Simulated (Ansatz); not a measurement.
Data:

BiTe:
```
BiTe
1.0
    2.41143     1.39224     3.29494
   -2.41143     1.39224     3.29494
    0.00000    -2.78448     3.29494
Bi Te
1 1
Direct
  0.50000   0.50000   0.50000
  0.00000   0.00000   0.00000
```

This is the r²SCAN-relaxed structure.

Problem. All from the program Ansatz at the r²SCAN level (PAW), unless another level is named. Predict the electronic character.

Solution. metallic (no gap).

Problem. Give the density of states at the Fermi level.

Solution. 0.65 states/eV per atom (mean over ±0.08 eV).

Problem. Predict the formation energy from the elements (no fitted shifts).

Solution. -0.059 eV/atom.

Problem. Give the gap with spin–orbit coupling.

Solution. none (metallic).

Space group R-3m. The workflow started from a Materials Project entry (that database holds measured and hypothetical structures alike); the Crystallography Open Database copy checked does not list it. COD files the formula under space group No. 164, 225. Whether it is the stable phase at ambient conditions was not checked. The r²SCAN relaxation kept the symmetry of its start; whether a distortion lowers the energy is not shown. With an odd number of electrons in the cell and no spin polarisation, the count alone makes it a metal. The references are the lowest solids computed at this level, not always the standard phases. Scalar-relativistic: spin–orbit coupling is off unless named, which matters more the heavier the elements.

Potentials: the later of the program's two PAW sets.
